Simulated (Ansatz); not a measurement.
Cr:
```
CELL_PARAMETERS angstrom
      2.83229     0.00000     0.00000
      0.00000     2.83229     0.00000
      0.00000     0.00000     2.83229
ATOMIC_POSITIONS crystal
  Cr 0.00000 0.00000 0.00000
  Cr 0.50000 0.50000 0.50000
```
Starting moments (μB, in the order of the atoms Cr Cr): 0.9 -0.9.

Relaxed with PBE+D3(BJ). Special points in fractions of this cell's reciprocal vectors: Γ (0.000, 0.000, 0.000); X (0.000, 0.500, 0.000); M (0.500, 0.500, 0.000); R (0.500, 0.500, 0.500).

Q: List the band energies nearest the Fermi level at these points for PBE+D3(BJ) in the plane-wave PAW code Ansatz.

A: In eV from the Fermi level; about four levels below and three above (degenerate sets whole), none deeper than 8.9 eV; points with the same levels are listed once.

| k | below | above |
|---|---|---|
| Γ ↑ | -4.38 -4.38 -0.89 -0.89 -0.89 | 1.28 1.28 2.68 2.68 2.68 |
| X ↑ | -2.06 -1.51 -0.71 -0.71 | 0.06 0.06 0.37 |
| M ↑ | -4.54 -4.43 -2.47 -2.47 | 1.18 1.18 1.20 |
| R ↑ | -2.57 -2.57 -2.57 -2.05 -2.05 -2.05 | 1.36 1.36 2.02 2.02 |

Space group Im-3m (bcc (W type)). Symmetry was held in the PBE+D3(BJ) relaxation, as lowered by the spin order. Magnetic state: antiferromagnetic, chosen from 3 collinear starts compared on coarse meshes (ties went to the first, and starts can fall back to one state), not a proven ground state. Textbook magnetic order: a spin-density-wave antiferromagnet. The pairwise dispersion correction was not fitted to metals. Point labels and valley counts follow the cell and symmetry of the run, lower than the named group.

Potentials: the later of the program's two PAW sets.
